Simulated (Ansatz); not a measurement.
ZrCuGe2 in space group P4/nmm (No. 129; Zr on 2c, Cu on 2b, Ge on 2a, Ge on 2c), plane-wave PAW r²SCAN (Ansatz code), all energies at zero smearing, with the estimated change up to a 700 eV cutoff added, with one set of potentials and settings (totals compare only within such a set). Cell of 8 atoms (2 Zr, 2 Cu, 4 Ge): -38868.244 eV.

```json
[
 {"element": "Zr", "reference phase": "P6_3/mmc, 2 atoms in the cell", "E (eV/atom)": "-4195.0260"},
 {"element": "Cu", "reference phase": "Fm-3m, 1 atoms in the cell", "E (eV/atom)": "-6631.2396"},
 {"element": "Ge", "reference phase": "Fd-3m, 2 atoms in the cell", "E (eV/atom)": "-4302.9041"}
]
```

Formation energy per atom, worked out: (-38868.244 − 2×(-4195.0260) − 2×(-6631.2396) − 4×(-4302.9041))/8 = -0.512 eV/atom (-49 kJ per mol of atoms), at 0 K, without zero-point energy or fitted corrections.

The workflow started from a Materials Project entry (that database holds measured and hypothetical structures alike); the Crystallography Open Database copy checked does not list it. Its standing as an ambient phase is unchecked. The r²SCAN relaxation kept the symmetry of its start; its stability against distortions is not shown here. No spin polarisation was allowed. The references are the lowest solids computed at this level, not always the standard phases.

Potentials: the later of the program's two PAW sets.
